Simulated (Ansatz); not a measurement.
## Is this AlCu₃N₄ structure a true minimum?

The cell was found from a structure generator's guess, not taken from experiment.

All numbers below come from DFT PBE, scalar-relativistic, plane waves, PAW (Ansatz 0.2.0). Plane waves to 420 eV, a k mesh through Γ of 8×8×8 on the computed 8-atom cell and Gaussian smearing (0.10 eV); no spin polarisation.

The cell below (8 atoms, space group Pm-3m (No. 221)) is relaxed within its symmetry.

```cif
data_structure
_symmetry_space_group_name_H-M 'P 1'
_symmetry_Int_Tables_number 1
_cell_length_a 4.1453
_cell_length_b 4.1453
_cell_length_c 4.1455
_cell_angle_alpha 90.000
_cell_angle_beta 90.000
_cell_angle_gamma 90.000
_cell_volume 71.23
loop_
_atom_site_label
_atom_site_type_symbol
_atom_site_fract_x
_atom_site_fract_y
_atom_site_fract_z
_atom_site_occupancy
Al1 Al 0.50000 0.50000 0.00000 1
Cu1 Cu 0.50000 0.00000 0.50000 1
Cu2 Cu 0.00000 0.50000 0.50000 1
Cu3 Cu 0.00000 0.00000 0.00000 1
N1 N 0.50000 0.50000 0.50000 1
N2 N 0.50000 0.00000 0.00000 1
N3 N 0.00000 0.50000 0.00000 1
N4 N 0.00000 0.00000 0.50000 1
```

For the test it was strained at random (σ = 1.5 % a component), the atoms were moved at random (σ = 0.05 Å), and all was relaxed again on a coarse 6×6×6 mesh (in the run’s order of axes) with 0.20 eV smearing, with no symmetry imposed.

Q: What happens?

A: It returns, within 1 meV/atom of the unmoved cell on that mesh and with the same symmetry when read at 0.1 Å (R-3m at 0.01 Å, so small strains and shifts remain). So it is stable against the distortions that fit this cell and that this random move excites. Modes that don't fit the cell aren't tested.
